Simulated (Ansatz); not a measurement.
ZrAg (rock salt, space group No. 225) at seven volumes, DFT-r²SCAN in the program Ansatz with PAW potentials, scaled uniformly. One row is withheld.

| V (Å³/atom) | P (GPa) |
|---|---|
| 20.361 | ? |
| 21.033 | 7.02 |
| 21.704 | 3.22 |
| 22.375 | 0.00 |
| 23.046 | -2.73 |
| 23.718 | -5.05 |
| 24.389 | -7.01 |

Q: Fit the shown pressures and predict the withheld one.

A: Third-order Birch–Murnaghan: P = (3/2)B₀(x^(7/2) − x^(5/2))[1 + (3/4)(B′ − 4)(x − 1)] with x = (V₀/V)^(2/3). Least squares on the six rows gives V₀ = 22.375 Å³/atom, B₀ = 98.73 GPa, B′ = 4.51. At V = 20.361, x = 1.0649 and P = 11.53 GPa. The run itself gave 11.49 GPa.

Space group Fm-3m (rock salt). The start of the workflow was typed in or built on a structure type; neither database checked (COD, Materials Project) lists it. COD files the formula under space group No. 129. Its standing as an ambient phase is unchecked. The cell was relaxed with r²SCAN under the symmetry of its start. At this level the phase is mechanically unstable. No spin polarisation was allowed. Its formation energy is positive at this level, so the cell may be metastable or incomplete.

Potentials: the later of the program's two PAW sets.
